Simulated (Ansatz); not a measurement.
A crystal relaxed with r2SCAN in the PAW code Ansatz has space group Amm2 (No. 38) and a = 4.085 Å, b = 8.179 Å, c = 11.572 Å.

```csv
atom,site,x,y,z
Ga,2a,0.0000,0.5000,0.4997
Ga,4e,0.5000,0.7498,0.2501
In,2a,0.0000,0.5000,0.9994
Xx,2b,0.5000,0.5000,0.6250
Xx,4d,0.0000,0.2404,0.8702
Xx,2b,0.5000,0.5000,0.1353
```

With r2SCAN the gap is 0.40 eV and direct, at Γ. HSE06 gives a direct gap of 0.81 eV at Γ. With PBE the valence top lies at Σ₀–Γ (0.90 of the way from Σ₀) and the conduction bottom at Γ, 0.01 eV higher; the smallest vertical gap, at Γ, is 0.02 eV. (With 0.02 eV of smearing so small a gap leaves both edges partly filled, and it could close between the points sampled.) Least and direct gap differ so little that the kind isn't settled. Meshes: r2SCAN 6×4×4, HSE06 4×2×2, PBE 6×4×4.

Question: Which element is Xx?
A. As
B. N
C. Sb
D. Bi

Answer: A. Xx is As: InGa3As4 as one 8-atom ordering (Amm2) on the zincblende lattice. Ga is surrounded by 4 As at 2.47–2.51 Å; Ga is surrounded by 4 As at 2.44–2.51 Å; In is surrounded by 4 As at 2.58–2.60 Å; As is surrounded by 4 Ga at 2.51 Å; As is surrounded by 3 Ga at 2.47 Å and 1 In at 2.60 Å; As is surrounded by 2 Ga at 2.44 Å and 2 In at 2.58 Å.

(Calculated; spin-unpolarised; the phase may be known or hypothetical.)

Spin-orbit coupling is left out, which matters wherever the heavy atoms make up the band edges.

The meshes of the hybrids are coarse, so their gaps aren't converged to the digits shown.
